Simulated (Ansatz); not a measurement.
## BaMnGe: reading a single point

```
Mn Ba Ge
1.0
     4.57910    0.00000    0.00000
     0.00000    4.57910    0.00000
     0.00000    0.00000    8.00724
Mn Ba Ge
2 2 2
Direct
  0.00000 0.00000 0.00000
  0.50000 0.50000 0.00000
  0.00000 0.50000 0.16800
  0.50000 0.00000 0.83200
  0.00000 0.50000 0.68800
  0.50000 0.00000 0.31200
```

The numbers come from plane-wave PAW DFT (Ansatz): PBE, no spin polarisation, 420 eV, 7×7×4 Γ-centred k points, fermi-dirac occupations (width 0.1 eV). Nothing was relaxed.

- Formation energy: 1.40 eV an atom against the elements' usual phases (free molecules for gases, crystals otherwise, with no correction for O₂ or N₂), so at this geometry it isn't bound against them. Relaxing would lower it.
- Contacts: Mn–Ba at 2.66 Å: least valence density 0.32 e/Å³ and ELF 0.16 there. Ge–Mn at 3.39 Å: least valence density 0.14 e/Å³ and ELF 0.42 there. Ge–Ba at 3.44 Å: least valence density 0.11 e/Å³ and ELF 0.13 there. Both are smooth PAW fields, read partly inside the augmentation spheres.
- Stress: The pressure is -1.9 GPa (compression positive), so with the atoms held at these fractions the cell would first shrink; the forces are large, so a full relaxation may end otherwise. The principal stresses -6.6, 0.5, 0.5 GPa differ, so its shape would change too.
- Charges: Bader charges in e: Ba +0.59, Mn -0.20, Ge -0.38. In the mean Ba gives up most and Ge takes most.
- Electronic structure: It is a metal, with about 13 states/eV a cell as the mean within 0.25 eV of the Fermi level, mostly Mn d (75 %) and Ge p (14 %).
- Forces: The largest is on Ba3 (and as large on other atoms): 1.93 eV/Å, components (0.00, 0.00, 1.93). It makes 120° with the line to a nearest neighbour, Mn1 at 2.66 Å.

Origin: a database entry at a rescaled volume. Caveats: no spin polarisation, so a magnetic state may lie lower; atoms or cell far from equilibrium.
